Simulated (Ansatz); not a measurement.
This cell of CdSe (wurtzite) is off equilibrium:

```xyz
4
Lattice="4.3827 0.0000 0.0000 -2.1914 3.7955 0.0000 0.0000 0.0000 7.1545" Properties=species:S:1:pos:R:3 pbc="T T T"
Cd     2.1914     1.2652     0.0034
Cd     0.0000     2.5304     3.5806
Se     2.1914     1.2652     4.4696
Se    -0.4450     1.6404     0.8924
```

Computed with PBE (plane waves to 420 eV, PAW, scalar-relativistic; Ansatz, a quantum-chemistry and plane-wave program). k mesh 7×7×4 (Γ-centred), Fermi-Dirac smearing 0.05 eV. Energies are smeared free energies. Stress and pressure are positive under compression. CdSe was relaxed with its symmetry unable to fall.

Predict the force on every atom, in eV/Å.


```
atom       Fx      Fy      Fz
----  -------  ------  ------
Cd1   -11.116  -2.346  -5.339
Cd2    -0.072  -0.126  -0.281
Se3    -0.314  -0.177  -0.228
Se4    11.502   2.649   5.848
```

What is the stress tensor (GPa)?


```
   24.1      5.6     13.2
    5.6     -0.2      2.2
   13.2      2.2      6.0
```
The pressure, a third of the trace, is 10.0 GPa.

In it atom 4 sits (-0.445, -0.890, 0.000) Å away from its relaxed site. What is its energy relative to the relaxed cell?

3016 meV/cell.

(For displaced atoms, the force is minus the slope of the energy, and its curvature is a force constant, which sets phonon frequencies.)
